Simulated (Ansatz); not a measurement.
NiGe (CsCl type, Pm-3m) at seven volumes, PBEsol (plane waves, PAW; program Ansatz), scaled uniformly. One row is withheld.

```tsv
V (Å³/atom)	P (GPa)
11.435	18.24
11.812	?
12.189	4.95
12.566	0.00
12.943	-4.29
13.320	-7.86
13.697	-10.82
```

### Question
Fit the shown pressures and predict the withheld one.

### Answer
Third-order Birch–Murnaghan: P = (3/2)B₀(x^(7/2) − x^(5/2))[1 + (3/4)(B′ − 4)(x − 1)] with x = (V₀/V)^(2/3). Least squares on the six rows gives V₀ = 12.562 Å³/atom, B₀ = 154.3 GPa, B′ = 4.87. At V = 11.812, x = 1.0419 and P = 11.04 GPa. The run itself gave 10.94 GPa.

The cell is a constructed one: a structure type filled with these elements; neither database checked (COD, Materials Project) lists it. COD files the formula under space group No. 62. Its standing as an ambient phase is unchecked. Symmetry was held in the PBEsol relaxation; whether a distortion lowers the energy is not shown. The workflow began spin-polarised and lost its moments.

Potentials: the earlier of the program's two PAW sets. The files were generated under PBE; for other functionals the program regenerates the frozen cores, and for LDA and PBEsol the local potential too.
